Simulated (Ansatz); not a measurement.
TiTe2 (CdI2 type)

```xyz
3
Lattice="3.6973 0.0000 0.0000 -1.8487 3.2020 0.0000 0.0000 0.0000 6.3840" Properties=species:S:1:pos:R:3 pbc="T T T"
Ti     0.0000     0.0000     0.0000
Te     0.0000     2.1346     1.7307
Te     1.8487     1.0673     4.6533
```

The volume is varied about the relaxed value V₀ at fixed cell shape. The atoms relax within the cell's symmetry.

Level of theory: PBE-D3(BJ) (plane waves to 420 eV, PAW, scalar-relativistic; Ansatz, a program for electronic structure). k mesh 15×15×8 (Γ-centred), Fermi-Dirac smearing 0.05 eV. Stress and pressure are positive under compression. Spin-orbit coupling is left out, though Te is heavy. TiTe2 is run without spin polarisation. TiTe2 was relaxed with its symmetry unable to fall. 

```csv
V (Å³/atom),P (GPa)
21.162,…
21.968,…
22.774,5.7
23.580,3.4
24.387,1.5
25.193,0.0
25.999,-1.2
26.805,-2.2
27.611,-2.9
28.417,-3.5
29.224,-4.0
```

Question: Some entries are withheld; supply them.

Answer: 
- 21.162, P (GPa): 12.2
- 21.968, P (GPa): 8.6

(Under strain, the slope of the energy per volume gives the stress and its curvature an elastic modulus.)
